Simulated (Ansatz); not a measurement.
ZrGeO: input and output

input.yaml (Ansatz 0.2.0)

```yaml
crystal:
  lattice:
    - [3.570619, 0.0, 0.0]
    - [0.0, 3.570619, 0.0]
    - [0.0, 0.0, 8.044036]
  atoms:
    - { symbol: Zr, position: [0.0, 0.5, 0.27] }
    - { symbol: Zr, position: [0.5, 0.0, 0.73] }
    - { symbol: O, position: [0.0, 0.5, 0.625] }
    - { symbol: O, position: [0.5, 0.0, 0.375] }
    - { symbol: Ge, position: [0.0, 0.0, 0.0] }
    - { symbol: Ge, position: [0.5, 0.5, 0.0] }
  symmetry: { tolerance: 0.0003 }
kpoints:
  mp_grid: { grid: [9, 9, 4], shift: [0, 0, 0] }
  band_path:
    path:
      - [0.0, 0.0, 0.0]
      - [0.0, 0.5, 0.0]
      - [0.5, 0.5, 0.0]
      - [0.0, 0.0, 0.0]
      - [0.0, 0.0, 0.5]
      - [0.0, 0.5, 0.5]
      - [0.5, 0.5, 0.5]
      - [0.0, 0.0, 0.5]
      - [0.0, 0.5, 0.0]
      - [0.0, 0.5, 0.5]
      - [0.5, 0.5, 0.0]
    npoints: 6
magnetization:
  spin_polarized: false
scf:
  occupations: { method: gaussian, width: 0.0736 }
  lower_state_search: "off"
  max_iter: 200
hamiltonian:
  pseudopotentials: { kind: paw }
  xc: pbe
basis:
  ecutwfc: 420
  fft_grid_basis: typed
output:
  forces: true
  stress: true
  eigenvalues: true
  bader: true
  populations: true
  elf: true
  write_potential: true
  volumetric_format: npy
  dos:
    e_range: [-12, 8]
    de: 0.05
    projected: { site_lists: { Ge: [Ge], O: [O], Zr: [Zr] } }
checkpoint:
  read: saved_state
```

The run starts from an earlier solution of this cell. 

Excerpt of what it printed:

```
Pseudopotentials: kind: paw
Pseudopotential: Zr, paw, valence charge 12, recommended cutoff 420 eV (normal), Zr.paw.azcp
Pseudopotential: O, paw, valence charge 6, recommended cutoff 420 eV (normal), O.paw.azcp
Pseudopotential: Ge, paw, valence charge 14, recommended cutoff 420 eV (normal), Ge.paw.azcp
Functional definition: PBE
  exchange = pbe_x(kappa = kappa, mu = beta*pi^2/3)
  correlation = pbe_c(beta = beta)
Crystal: 6 atoms, lattice volume = 102.556 Å³
Basis set: ecut = 420 eV, 1967 PW (Γ), exchange–correlation on 48×48×108 points (8 copies of the dense FFT grid, shifted against one another)
Bands: 39, of which v1, the nominal top of the filled ones, is band 32 counted from 1 (31 counted from 0)
Symmetry: 16 space group operations
Space group: P4/nmm (ITA 129), of the structure as read, at distance tolerance 1.4e-3 Å
k-points: 45 of 324
Initial density: read from a saved state, or passed on in memory by an earlier SCF of this step, an earlier step, the calling program or the single point that the run made first
Functional: x = pbe(κ = 0.804, μ = 0.2195), c = pbe(β = 0.0667)
SCF iter   1: F=—  Δρ=1.38e-3  dr2=1.13e-3
SCF iter   2: F=—  Δρ=7.10e-4  dr2=3.03e-4
SCF iter   3: F=—  Δρ=1.12e-4  dr2=1.60e-5
SCF iter   4: F=—  Δρ=3.10e-5  dr2=1.04e-6
SCF iter   5: F=—  Δρ=1.07e-5  dr2=1.16e-7
SCF iter   6: F=-18094.7548 eV  Δρ=3.59e-6  dr2=9.93e-9
Free energy (F): -18094.7548 eV
Harris-Foulkes:  -18094.7548 eV  (|F-HF|=4.15e-10)
Internal energy: -18094.7533 eV  (E = F + TS)
E sigma→0 (E₀):  -18094.7541 eV
Entropy (-TS):   -0.0016 eV (-0.260 meV/atom)
Fermi energy:    11.4452 eV
--- Per-component energies (eV) ---
  E_band       = -467.5770
  E_kinetic    = 1220.7679
  E_local      = -7406.4351  (includes V_loc(G=0)·N_el)
  E_nonlocal   = 1090.7525
  E_hartree    = 3088.6956
  E_xc         = -619.6698
  E_vxc        = -696.1202  (∫ρ·V_xc dr)
  E_paw        = -10260.4394  (= ΣΔE_a)
  E_vpaw       = -853.9432  (= ΣTr[D̂ρ^β])
  E_aug_tail   = 0.0055  (compensation charges beyond the density's cutoff)
  E_ewald      = -5208.4306
  E_smearing   = -0.0016  (= −TS)
--- Forces (eV/Å), atoms counted from 1 ---
  atom   1  Zr     0.0000     0.0000     3.1769
  atom   2  Zr     0.0000     0.0000    -3.1769
  atom   3  O      0.0000     0.0000     0.9277
  atom   4  O      0.0000     0.0000    -0.9277
  atom   5  Ge     0.0000     0.0000     0.0000
  atom   6  Ge     0.0000     0.0000     0.0000
--- Stress (GPa, compression-positive) ---
      -15.8489       0.0000       0.0000
        0.0000     -15.8489       0.0000
        0.0000       0.0000     -11.7178
  P = ⅓ Tr σ = -14.4718 GPa (-144.718 kbar)
--- Löwdin populations: 6 sites ---
  site symbol       q [e]
     0     Zr     10.9804
     1     Zr     10.9804
     2      O      6.7506
     3      O      6.7506
     4     Ge     14.1551
     5     Ge     14.1551
  spilling = 0.0036 (of n_electrons = 64.0000)
--- Bader charges: 6 sites ---
  site symbol  charge [e]  shift [e]
     0     Zr      1.8805     0.0001
     1     Zr      1.8805     0.0001
     2      O     -1.2723     0.0000
     3      O     -1.2723     0.0000
     4     Ge     -0.6082     0.0000
     5     Ge     -0.6082     0.0000
```

Origin: a known structure type with other elements, at an estimated volume, so it need not be a known compound. Caveats: atoms or cell far from equilibrium.
